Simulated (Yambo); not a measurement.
Yambo run on Zn2P2O7 (space group C2/m, No. 12). The wavefunctions are LDA (pw.x of Quantum ESPRESSO, ONCV potentials, no spin-orbit coupling) ones on a 2×2×4 mesh (46 occupied bands); a = 5.353 Å, b = 5.353 Å, c = 4.558 Å, α = 99.10°, β = 99.10°, γ = 103.17°.

Yambo input:

```
rim_cut
gw0
dyson
el_el_corr
HF_and_locXC
ppa
em1d
RandQpts= 1000000
RandGvec= 1 Ry
EXXRLvcs= 5 Ry
VXCRLvcs= 336 Ry
Chimod= "HARTREE"
% BndsRnXp
 9 | 201 |
%
NGsBlkXp= 7 Ry
% LongDrXp
 1.0 | 1.0 | 1.0 |
%
PPAPntXp= 27.2114 eV
% GbndRnge
 1 | 201 |
%
GTermKind= "BG"
DysSolver= "n"
ExtendOut
% QPkrange
 1 | 1 | 46 | 47 |
 3 | 3 | 46 | 46 |
%
```

k points by index: 1 = Γ, 3 = (0, 0, -0.5).

The o-*.qp file then holds:

```
#    K-point    Band    Eo [eV]    E [eV]    E-Eo [eV]    Vxc [eV]    Vnlxc [eV]    Sc|Eo [eV]    Sc|E [eV]    dSc/dw|Eo [eV]    Re(Z)    Im(Z)
#
    1    46    -0.485043    2.404316    2.889359    -21.43140    -22.28275    4.439320    3.740710    -6.579537    0.805285    -0.001127
    1    47    3.596787    7.391954    3.795167    -14.69726    -6.653834    -3.567981    -4.248257    -4.877471    0.848000    -0.837671E-3
    3    46    0.000000    3.688851    3.688851    -22.73794    -22.45868    4.281889    3.409585    -6.434793    0.808750    -0.001051
```
(The two width columns are left out.) Convergence of these settings isn't established.

Geometry of the Materials Project entry, not relaxed at this level.

The structure is a Materials Project entry; no match was found in the copy of COD used, and its stability was not checked.
